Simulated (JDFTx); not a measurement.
System: Rh(100) (Fm-3m bulk; lattice of mp-74, not re-optimised at this level), 1x1 cell of 4 atoms in 4 planes, area 7.24 Å² a face, 5.7 Å between the outermost planes in a cell 21.7 Å high; k mesh 8×8×1, Fermi width 0.01 Ha, no spin polarisation.

Method: PBE, GBRV ultrasoft potentials, plane waves to 20/100 Ha, in a modified build of JDFTx. Liquid: linear PCM (GLSSA13), water, 1 M KF. The neutral cell holds 60 valence electrons and has two faces of 7.243 Å² each. Last filling lines of the neutral and of a charged run (μ in hartree, zero in the bulk liquid):

```
FillingsUpdate:  mu: -0.175765578  nElectrons: 60.000000
FillingsUpdate:  mu: -0.170517000  nElectrons: 60.020806
```

Working it through: both potentials, by the convention U = −μ/e − 4.44 V vs SHE, the surface charge density and the mean capacitance.

U_pzc = 0.17577 × 27.2114 − 4.44 = 0.34 V; U = 0.17052 × 27.2114 − 4.44 = 0.20 V. The cell has 0.0208 excess electrons, a net charge of -0.0208 e, shared by two faces: σ = -0.0208 e / (2 × 7.243 Å²) = -0.00144 e/Å² = -2.3 μC/cm² (1 e/Å² = 1602.18 μC/cm²). C = σ/(U − U_pzc) = -2.3/-0.14 ≈ 16 μF/cm².
